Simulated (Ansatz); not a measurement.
Bi$_{2}$Mo in space group C2/m (No. 12; Mo on 4i, Bi on 4i, Bi on 4i), PBE (plane waves, PAW; program Ansatz), all energies at zero smearing, with the estimated change up to a 700 eV cutoff added, with one set of potentials and settings (totals compare only within such a set). Cell of 6 atoms (2 Mo, 4 Bi): -59506.836 eV.

```csv
element,reference phase,E (eV/atom)
Mo,"Im-3m, 1 atoms in the cell",-4956.0557
Bi,"R-3m, 2 atoms in the cell",-12399.2353
```

Formation energy per atom, worked out: (-59506.836 − 2×(-4956.0557) − 4×(-12399.2353))/6 = 0.369 eV/atom (36 kJ per mol of atoms), at 0 K, without zero-point energy or fitted corrections.

The start of the workflow was typed in or built on a structure type; neither database checked (COD, Materials Project) lists it. Whether it is the stable phase at ambient conditions was not checked. Symmetry was held in the PBE relaxation; its stability against distortions is not shown here. The run is not spin-polarised. Its formation energy is positive at this level, so the cell may be metastable or incomplete. The references are the lowest solids computed at this level, not always the standard phases. Scalar-relativistic: spin–orbit coupling is off unless named, which matters more the heavier the elements.

Potentials: the earlier of the program's two PAW sets.
